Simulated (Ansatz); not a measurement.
Question: TiSi2 in space group Fddd (No. 70; Si on 16f, Ti on 8a) is relaxed with the program Ansatz at the PBE level (PAW). What lattice parameters of the conventional cell result?

Answer: a = 4.802 Å, b = 8.264 Å, c = 8.572 Å.

Question: Give the free coordinates with the occupied sites.

Answer: In one choice of origin and axes:

| atom | site | symmetry | x | y | z |
|---|---|---|---|---|---|
| Si | 16f | .2. | 0.0000 | 0.3373 | 0.0000 |
| Ti | 8a | 222 | 0.0000 | 0.0000 | 0.0000 |

Question: Is it a metal or does it have a gap at this level?

Answer: No gap at this level.

The PBE relaxation kept the symmetry of its start. No spin polarisation was allowed.

Potentials: the later of the program's two PAW sets.
